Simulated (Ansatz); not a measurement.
# Lattice vibrations of CrB₂ at Γ at 6 GPa

Level of theory: DFT LDA, scalar-relativistic, plane waves, PAW in Ansatz 0.2.0. Settings: 420 eV plane-wave cutoff, Γ-centred 18×18×14 mesh, Fermi-Dirac smearing of 0.15 eV. No spin polarisation. Phonons by linear response, acoustic sum rule imposed.

The cell, relaxed at 6 GPa:
```xyz
3
Lattice="2.9329 0.0000 0.0000 -1.4664 2.5399 0.0000 0.0000 0.0000 2.8364" Properties=species:S:1:pos:R:3 pbc="T T T"
Cr    0.0000    0.0000    0.0000
B     0.0000    1.6933    1.4182
B     1.4664    0.8466    1.4182
```

In a metal, frequencies and elastic constants depend on the k mesh and the smearing, soft modes and shear constants most. Spin polarisation was left out, and a magnetic state may lie lower. Other phases may be more stable at this pressure.

Optical modes at Γ; i marks an imaginary frequency:
```json
{"frequency (meV)": "56.7", "degeneracy": "2"}
{"frequency (meV)": "58.3", "degeneracy": "1"}
{"frequency (meV)": "70.1", "degeneracy": "1"}
{"frequency (meV)": "120.0", "degeneracy": "2"}
```

All 6 optical modes at Γ are real: no displacement of atoms at fixed cell lowers the energy to second order. Strains and modes at other wave vectors aren't tested by this run.

Cost: 1 run of about 1.2 core-minutes, on Arm Neoverse V2 (shared hosts).